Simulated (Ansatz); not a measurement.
**Data sheet: YHg$_{2}$ (DFT)**

YHg₂:
```
YHg2
1.0
    4.85306     0.00000     0.00000
   -2.42653     4.20287     0.00000
    0.00000     0.00000     3.51564
Y Hg
1 2
Cartesian
  0.00000   0.00000   0.00000
  0.00000   2.80191   1.75782
  2.42653   1.40096   1.75782
```

Space group P6/mmm (No. 191); conventional cell a = 4.8531 Å, b = 4.8531 Å, c = 3.5156 Å, α = 90.00°, β = 90.00°, γ = 120.00°.

Method: plane-wave PAW r²SCAN (Ansatz code). Structure relaxed to zero pressure with the same functional. Other levels are named where they apply.

Cell and energy:

```yaml
volume_per_atom: 23.90 Å³
density: 11.35 g/cm³
Formation energy from the elements (no fitted shifts): -500 meV/atom
```

Electronic structure:

```yaml
electronic_character: metallic (no gap)
Density of states at the Fermi level: 0.67 states/eV per atom (mean over ±0.08 eV)
Gap with spin–orbit coupling: none (metallic)
```

Mechanics:

```yaml
Bulk modulus (Birch–Murnaghan fit): 68.5 GPa
Pressure derivative B′: 4.1
```

Charges:

```yaml
bader_charges: Y +1.68, Hg -0.84 e
```

The workflow started from an entry of the Crystallography Open Database (COD). Its standing as an ambient phase is unchecked. The r²SCAN relaxation kept the symmetry of its start; whether a distortion lowers the energy is not shown. The run is not spin-polarised. Axis ratios of metals converge slowly with the k-mesh, so a and c are less sure than the volume. The references are the lowest solids computed at this level, not always the standard phases. Spin–orbit coupling is left out wherever it is not named.

Potentials: the later of the program's two PAW sets.
